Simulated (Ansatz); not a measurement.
The start is a relaxed AlN cell deformed by the Cartesian strain tensor (xx, yy, zz, yz, xz, xy) = (0.181, 0.048, 0.006, 0.041, -0.031, -0.006). Cell shape, volume and atoms are optimised at zero target pressure with PBEsol (plane waves to 420 eV, PAW, scalar-relativistic; Ansatz, a first-principles code). The first steps use a coarse 8×8×3 k-mesh.

Initial structure:
```yaml
crystal:
  lattice:
    - [3.66507, -0.01707, -0.09620]
    - [-1.84732, 2.82513, 0.15964]
    - [-0.31152, 0.41704, 10.10943]
  atoms:
    - { symbol: Al, position: [0.00000, 0.00000, 0.50146] }
    - { symbol: Al, position: [0.00000, 0.00000, 0.00146] }
    - { symbol: Al, position: [0.66667, 0.33333, 0.25035] }
    - { symbol: Al, position: [0.33333, 0.66667, 0.75035] }
    - { symbol: N, position: [0.00000, 0.00000, 0.31191] }
    - { symbol: N, position: [0.00000, 0.00000, 0.81191] }
    - { symbol: N, position: [0.66667, 0.33333, 0.06190] }
    - { symbol: N, position: [0.33333, 0.66667, 0.56190] }
```

How large is the pressure on the unrelaxed cell, and of which sign?

-25.5 GPa (negative: the cell is under tension).

How does the volume per atom move from start to end?

-19.5 %, from 13.01 to 10.48 Å³/atom.

Is the parent structure recovered?

The parent structure is recovered, P6₃mc (No. 186).

How do the shortest distances between atoms change?

The closest pairs of elements (up to four, under 3.6 Å), start → end: Al–N 1.91 → 1.89 Å; Al–Al 3.02 → 3.08 Å; N–N 3.03 → 3.09 Å.

Final structure:

```cif
data_Al4N4
_chemical_formula_sum 'Al4 N4'
_space_group_name_H-M_alt 'P63mc'
_space_group_IT_number 186
_space_group_name_Hall 'P 6c -2c'
_cell_length_a 3.10335
_cell_length_b 3.10335
_cell_length_c 10.04928
_cell_angle_alpha 90.000
_cell_angle_beta 90.000
_cell_angle_gamma 120.000
loop_
_atom_site_label
_atom_site_type_symbol
_atom_site_symmetry_multiplicity
_atom_site_Wyckoff_symbol
_atom_site_fract_x
_atom_site_fract_y
_atom_site_fract_z
_atom_site_occupancy
Al1 Al 2 a 0.00000 0.00000 0.49854 1
Al2 Al 2 b 0.33333 0.66667 0.24965 1
N1 N 2 a 0.00000 0.00000 0.18809 1
N2 N 2 b 0.33333 0.66667 0.43809 1
```

Final values are on a 12×12×4 k-mesh of the relaxed cell. No spin polarisation in the result.

The first start was generated by placing the elements on the sites of a structure type. A measured structure of AlN has the same space group, P6₃mc (No. 186); the sites were not compared with it.
